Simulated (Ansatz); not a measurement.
Input, command and steps of an Ansatz relaxation.

```yaml
crystal:
  lattice:
    - [4.63781708, 0.0, 0.0]
    - [0.0, 4.63781708, 0.0]
    - [0.0, 0.0, 7.44292909]
  atoms:
    - { symbol: "Y", position: [0.0, 0.0, 0.0] }
    - { symbol: In, position: [0.0, 0.5, 0.30143191] }
    - { symbol: In, position: [0.0, 0.5, 0.69856809] }
    - { symbol: In, position: [0.5, 0.0, 0.30143191] }
    - { symbol: In, position: [0.5, 0.0, 0.69856809] }
    - { symbol: In, position: [0.5, 0.5, 0.0] }
    - { symbol: Rh, position: [0.0, 0.0, 0.5] }
basis:
  ecutwfc: 500
kpoints:
  mp_grid: { grid: [8, 8, 6] }
hamiltonian:
  xc: r2scan
scf:
  occupations: { method: gaussian, width: 0.1 }
output:
  forces: true
  stress: true
  eigenvalues: true
relax:
  adjacent_minimum: "off"
  f_tol: 0.01
  max_steps: 40
```

```bash
ansatz run input.yaml --threads 2 --pin off --max-ram 5120MiB --backend cpu --events-out ev --progress --plain --runs-dir out
```

Method: DFT r2SCAN, scalar-relativistic, plane waves, PAW (Ansatz 0.2.0).

Of 5 frames 5 are shown, positions in Å and forces in eV/Å; the SCF threshold varies from step to step. The mark taken_back stands on steps that the optimiser undid.

```xyz
7
Lattice="4.6378 0.0000 0.0000 0.0000 4.6378 0.0000 0.0000 0.0000 7.4429" Properties=species:S:1:pos:R:3:forces:R:3 pbc="T T T" step=1 free_energy_over_end_meV_per_atom=0.02
Y     0.0000    0.0000    0.0000    0.0000    0.0000    0.0000
In    0.0000    2.3189    2.2435    0.0000    0.0000    0.0300
In    0.0000    2.3189    5.1994    0.0000    0.0000   -0.0300
In    2.3189    0.0000    2.2435    0.0000    0.0000    0.0300
In    2.3189    0.0000    5.1994    0.0000    0.0000   -0.0300
In    2.3189    2.3189    0.0000    0.0000    0.0000    0.0000
Rh    0.0000    0.0000    3.7215    0.0000    0.0000    0.0000
7
Lattice="4.6378 0.0000 0.0000 0.0000 4.6378 0.0000 0.0000 0.0000 7.4429" Properties=species:S:1:pos:R:3:forces:R:3 pbc="T T T" step=2 free_energy_over_end_meV_per_atom=0.04 taken_back
Y     0.0000    0.0000    0.0000    0.0000    0.0000    0.0000
In    0.0000    2.3189    2.2498    0.0000    0.0000   -0.0419
In    0.0000    2.3189    5.1931    0.0000    0.0000    0.0419
In    2.3189    0.0000    2.2498    0.0000    0.0000   -0.0419
In    2.3189    0.0000    5.1931    0.0000    0.0000    0.0419
In    2.3189    2.3189    0.0000    0.0000    0.0000    0.0000
Rh    0.0000    0.0000    3.7215    0.0000    0.0000    0.0000
7
Lattice="4.6378 0.0000 0.0000 0.0000 4.6378 0.0000 0.0000 0.0000 7.4429" Properties=species:S:1:pos:R:3:forces:R:3 pbc="T T T" step=3 free_energy_over_end_meV_per_atom=0.02
Y     0.0000    0.0000    0.0000    0.0000    0.0000    0.0000
In    0.0000    2.3189    2.2435    0.0000    0.0000    0.0301
In    0.0000    2.3189    5.1994    0.0000    0.0000   -0.0301
In    2.3189    0.0000    2.2435    0.0000    0.0000    0.0301
In    2.3189    0.0000    5.1994    0.0000    0.0000   -0.0301
In    2.3189    2.3189    0.0000    0.0000    0.0000    0.0000
Rh    0.0000    0.0000    3.7215    0.0000    0.0000    0.0000
7
Lattice="4.6378 0.0000 0.0000 0.0000 4.6378 0.0000 0.0000 0.0000 7.4429" Properties=species:S:1:pos:R:3:forces:R:3 pbc="T T T" step=4 free_energy_over_end_meV_per_atom=0.04 taken_back
Y     0.0000    0.0000    0.0000    0.0000    0.0000    0.0000
In    0.0000    2.3189    2.2498    0.0000    0.0000   -0.0422
In    0.0000    2.3189    5.1931    0.0000    0.0000    0.0422
In    2.3189    0.0000    2.2498    0.0000    0.0000   -0.0422
In    2.3189    0.0000    5.1931    0.0000    0.0000    0.0422
In    2.3189    2.3189    0.0000    0.0000    0.0000    0.0000
Rh    0.0000    0.0000    3.7215    0.0000    0.0000    0.0000
7
Lattice="4.6378 0.0000 0.0000 0.0000 4.6378 0.0000 0.0000 0.0000 7.4429" Properties=species:S:1:pos:R:3:forces:R:3 pbc="T T T" step=5 free_energy_over_end_meV_per_atom=0.00
Y     0.0000    0.0000    0.0000    0.0000    0.0000    0.0000
In    0.0000    2.3189    2.2462    0.0000    0.0000   -0.0001
In    0.0000    2.3189    5.1967    0.0000    0.0000    0.0001
In    2.3189    0.0000    2.2462    0.0000    0.0000   -0.0001
In    2.3189    0.0000    5.1967    0.0000    0.0000    0.0001
In    2.3189    2.3189    0.0000    0.0000    0.0000    0.0000
Rh    0.0000    0.0000    3.7215    0.0000    0.0000    0.0000
```

It took 120 s on 2 threads of Oxide Virtual Turin-like Processor (Zen 5), with other jobs on the host, peak memory 1.1 GiB.